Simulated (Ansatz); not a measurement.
## TaN: levels along high-symmetry lines

```
CELL_PARAMETERS angstrom
5.18500 0.00000 0.00000
-2.59250 4.49034 0.00000
0.00000 0.00000 2.90800
ATOMIC_POSITIONS crystal
Ta 0.00000 0.00000 0.00000
Ta 0.33333 0.66667 0.50000
Ta 0.66667 0.33333 0.50000
N 0.50000 0.00000 0.00000
N 0.50000 0.50000 0.00000
N 0.00000 0.50000 0.00000
```

Atom numbers follow the list: Ta1, Ta2, Ta3, N4, N5, N6.

The cell comes from COD entry 1539256, which wasn't checked; take it as a given geometry.

No spin–orbit coupling, which matters for the heavy atoms here.

The calculation used DFT, LDA, all-electron LAPW, scalar-relativistic in Ansatz 0.2.0.

The runs use a Γ-centred 5×5×8 k mesh, Fermi–Dirac smearing of 0.03 eV, basis error target 0.5 meV/atom, no spin polarisation.

Points in fractions of the reciprocal vectors of this cell: Γ (0, 0, 0), M (0.5, 0, 0), K (0.333, 0.333, 0), A (0, 0, 0.5), L (0.5, 0, 0.5), H (0.333, 0.333, 0.5). The path joins them by straight lines in the order Γ–M–K–Γ–A–L–H–A–L; legs that retrace an earlier one aren't tabulated. Energies are in eV from the Fermi level.

(1) List the levels at Γ between -8 and 6 eV.

(2) List the levels at A between -8 and 6 eV.

(3) List the levels at L between -8 and 6 eV.

(4) What is the band gap?

Answers

(1) -7.18 (×2), -6.20 (×2), -5.58, -3.16, -3.00 (×2), -2.50, -2.10, -1.30 (×2), 0.76 (×2), 1.21, 2.17 (×2), 3.06, 3.23 (×2), 3.67 (×2).

(2) -6.47 (×2), -5.60, -3.74 (×2), -3.10 (×2), -1.94, 0.85 (×2), 1.47, 1.72, 2.50 (×2), 3.65 (×2), 4.17 (×2), 4.40, 4.97.

(3) -7.52, -7.41, -7.39, -6.59, -6.33, -4.74, -4.47, -3.41, -3.11, -2.12, -1.23, 1.02, 1.33, 3.03, 3.41, 3.47, 3.64, 3.98, 4.45, 5.68, 5.90.

(4) none: bands cross the Fermi level, a metal.
